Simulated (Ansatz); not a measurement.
**RbV₃O₈ — 17O NMR of the central transition**

Cell: a Materials Project structure (computed, not necessarily an observed phase).

Space group P2_1/m (No. 11); a = 5.0065, b = 8.4169, c = 7.9069 Å, β = 96.94°.

```csv
site,Wyckoff,site symmetry,x,y,z
Rb,2e,m,0.0630,0.2500,0.9357
V3,4f,1,0.4391,0.5541,0.6819
V7,2e,m,0.0744,0.2500,0.4259
O9,4f,1,0.1131,0.5997,0.7276
O13,4f,1,0.4315,0.5650,0.1709
O17,2e,m,0.1218,0.7500,0.4271
O19,2e,m,0.5826,0.7500,0.7522
O21,4f,1,0.6829,0.9123,0.5052
```

One atom of each set is listed.

All values are calculated (Ansatz; DFT, PBE, plane waves and PAW, scalar-relativistic, 420 eV cutoff, Γ-centred 4×3×3 k-points, Fermi–Dirac smearing 0.02 eV), not measured.

17O has I = 5/2 and Q = -25.58 mb (Pyykkö 2018); at 14.1 T its Larmor frequency is ν₀ = 81.4 MHz. Only the quadrupole interaction is simulated: positions count from each site's isotropic chemical shift, and J coupling is left out, as are shift anisotropy and dipolar coupling, which fast spinning averages.

(1) Give C_Q, η, the quadrupolar product P_Q = |C_Q|(1 + η²/3)^½, the second-order isotropic shift and the breadth of the pattern (fast magic-angle spinning) for each O site.

Results:

(1) 

```json
{"site": "O9", "first shell": "2 V at 1.76–1.92 Å, angle 114°; also 1 Rb at 3.17 Å", "C_Q (MHz)": "-1.72", "η": "0.95", "P_Q (MHz)": "1.96", "δ_QIS (ppm)": "-3.49", "breadth (kHz)": "0.628"}
{"site": "O13", "first shell": "1 V at 1.61 Å; also 2 Rb at 2.96–3.17 Å", "C_Q (MHz)": "-0.761", "η": "0.43", "P_Q (MHz)": "0.783", "δ_QIS (ppm)": "-0.555", "breadth (kHz)": "0.105"}
{"site": "O17", "first shell": "1 V at 1.61 Å; also 1 Rb at 2.91 Å", "C_Q (MHz)": "2.18", "η": "0.30", "P_Q (MHz)": "2.21", "δ_QIS (ppm)": "-4.43", "breadth (kHz)": "0.827"}
{"site": "O19", "first shell": "3 V at 1.86–2.35 Å; also 1 Rb at 2.86 Å", "C_Q (MHz)": "-2.17", "η": "0.57", "P_Q (MHz)": "2.28", "δ_QIS (ppm)": "-4.71", "breadth (kHz)": "0.890"}
{"site": "O21", "first shell": "3 V at 1.87–1.98 Å", "C_Q (MHz)": "2.55", "η": "0.69", "P_Q (MHz)": "2.74", "δ_QIS (ppm)": "-6.79", "breadth (kHz)": "1.27"}
```

δ_QIS = −(ν_Q²/30ν₀²)[I(I+1) − 3/4](1 + η²/3) × 10⁶ ppm with ν_Q = 3|C_Q|/[2I(2I−1)]; it falls as 1/B₀² in ppm, and the breadth as 1/B₀ in kHz.

At O17 V_zz points along its bond to V (within 4°). At O21 V_zz stands upright on the plane through its three neighbours (within 7°).

The largest force is 0.5 eV/Å, so the atoms aren't at the calculated equilibrium and relaxing them would move these values.
